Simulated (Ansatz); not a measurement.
What moves the field gradients of Si3N4?

Cell of run 1: an entry of the Crystallography Open Database (COD; perhaps a calculated or model structure).

Space group P6_3/m (No. 176); a = 7.6015, c = 2.9061 Å, γ = 120.00°.

```csv
site,Wyckoff,site symmetry,x,y,z
Si,6h,m..,0.7685,0.1746,0.2500
N7,6h,m..,0.0305,0.3303,0.2500
N13,2d,-6..,0.6667,0.3333,0.2500
```

One atom of each set is listed.

Relaxed positions (PBE, cell held):

Si (0.7680, 0.1741, 0.2500)
N7 (0.0299, 0.3299, 0.2500)
N13 (0.6667, 0.3333, 0.2500)

All runs are DFT with Ansatz 0.2.0 (plane waves and PAW, scalar-relativistic unless spin–orbit coupling is named, Γ-centred meshes, Fermi–Dirac smearing where given) in this cell.

Run 1: PBE, gradients read without the response of the cores, atoms as given; 420 eV, 4×4×10 k-points, smearing 0.02 eV.
Run 2: PBE, gradients read without the response of the cores, atoms relaxed; 420 eV, 4×4×10 k-points, smearing 0.02 eV.
Run 3: r2SCAN, gradients read without the response of the cores, at the relaxed atoms; 500 eV, 4×4×10 k-points, smearing 0.02 eV.

```csv
run,Si V_zz (η),N7 V_zz (η),N13 V_zz (η)
1,0.89 (0.28),-5.13 (0.07),-5.10 (0.00)
2,0.89 (0.28),-5.13 (0.07),-5.08 (0.00)
3,?,?,?
```

V_zz in 10²¹ V/m².

Task: Estimate the row of run 3.

Result: Si: 0.89 (0.25); N7: -5.15 (0.08); N13: -5.18 (0.00). It lies nearest to run 1, from whose tensors on these sites it differs by 0.09 at most (largest principal value of the difference, on N13). Taken one at a time, the functional (r2SCAN with its higher cutoff) moves the tensors on these sites by up to 0.10 (largest principal value of the change, on N13), the positions of the atoms (as given or relaxed) by 0.03 (N7).

The cell isn't the equilibrium one in runs 1, 2 (calculated pressure 6, 6 GPa), and the entry's cell may itself be off.
